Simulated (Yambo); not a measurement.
```cif
data_HGaSnSr
_chemical_formula_sum 'H1 Ga1 Sr1 Sn1'
_space_group_name_H-M_alt 'P3m1'
_space_group_IT_number 156
_space_group_name_Hall 'P 3 -2"'
_cell_length_a 4.42849
_cell_length_b 4.42849
_cell_length_c 5.00123
_cell_angle_alpha 90.000
_cell_angle_beta 90.000
_cell_angle_gamma 120.000
loop_
_atom_site_label
_atom_site_type_symbol
_atom_site_symmetry_multiplicity
_atom_site_Wyckoff_symbol
_atom_site_fract_x
_atom_site_fract_y
_atom_site_fract_z
_atom_site_occupancy
H1 H 1 a 0.00000 0.00000 0.94335 1
Ga1 Ga 1 a 0.00000 0.00000 0.59741 1
Sr1 Sr 1 b 0.33333 0.66667 0.99883 1
Sn1 Sn 1 c 0.66667 0.33333 0.44970 1
```

SrGaSnH (space group P3m1, No. 156) under isotropic strain (on all lattice vectors), counted from the cell relaxed with PBEsol, atoms relaxed at each step. PBEsol (pw.x of Quantum ESPRESSO, ONCV potentials, scalar-relativistic); G0W0 in Yambo (3×3×2 Γ-centred k mesh, 168 bands and a 8 Ry block in the screening, 168 bands in G with the Bruneval-Gonze terminator, plasmon pole fitted at 27.2 eV).

Unstrained, the direct gap at A is 0.58 eV in PBEsol and 1.13 eV in G0W0.

### Question
How fast does it move with strain?

### Answer
Between -0.7 % and +1 % the direct gap at A has a volume deformation potential dE/dlnV of -6.0 eV in G0W0 and -5.2 eV in PBEsol. (G0W0: 1.252 eV at -0.7 %, 0.946 eV at +1 %; Δ ln V = 3 ln(1.01/0.993) = 0.0509.) Convergence of the GW settings isn't established. Spin-orbit splittings are left out.

The standard potentials for Ga, Sn keep a d shell in the valence without the s and p states of that shell. In tests on such compounds this moved G0W0 gaps by up to about 0.9 eV, so absolute quasiparticle energies here are unreliable; differences between settings are what counts.
